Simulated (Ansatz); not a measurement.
KCdF$_{3}$: energy along a strain

KCdF$_{3}$, Pm-3m, a = 4.382 Å (as given, not relaxed at this level: -3.5 GPa). The structure is a Materials Project entry; whether it is the stable form wasn't checked. Ansatz: LDA, PAW, 420 eV, Γ-centred 6×6×6 mesh on 5 atoms, Gaussian smearing 0.05 eV; no spin polarisation. Cell vectors (Å): 4.382 0.000 0.000; 0.000 4.382 0.000; 0.000 0.000 4.382. The cell is strained by x per cent times the pattern (1 1 0 0 0 0) in the order xx yy zz yz xz xy (engineering shears), with fractional coordinates held. y is the free energy over the start, V0 = 16.830 Å³/atom.

```tsv
x (%)	y (meV/atom)
-4.00	?
-3.00	-6.93
-2.00	-8.30
-1.00	-5.88
0.00	0.00
1.00	8.85
2.00	20.37
3.00	34.32
3.50	42.03
4.00	50.29
```

Question: Fit y = c1 x + c2 x² + c3 x³ to the other rows, get the stiffness along the pattern, and predict the missing energy.

Answer: Least squares on the rows shown. y = 7.3917 x + 1.5200 x² − 0.056724 x³. The clamped-ion stiffness p·C·p = 2 × 15.20 eV × 160.2 / 16.830 Å³ = 289 GPa (second derivative at the start, which stands under stress). At x = -4.00 the fit asked for gives -1.62 meV/atom. The run gave -1.21 meV/atom, so the fit is 0.41 meV/atom too low, 0.7 % of the span of the series, against an rms of 0.04 meV/atom on the fitted rows. The row lies outside the fitted range. With a term in x⁴ added, a fit to the same known rows predicts -1.25 meV/atom, so most of the miss is curvature that the known rows already hold.

Symmetry holds off the tilts and polar distortions that many cubic perovskites undergo.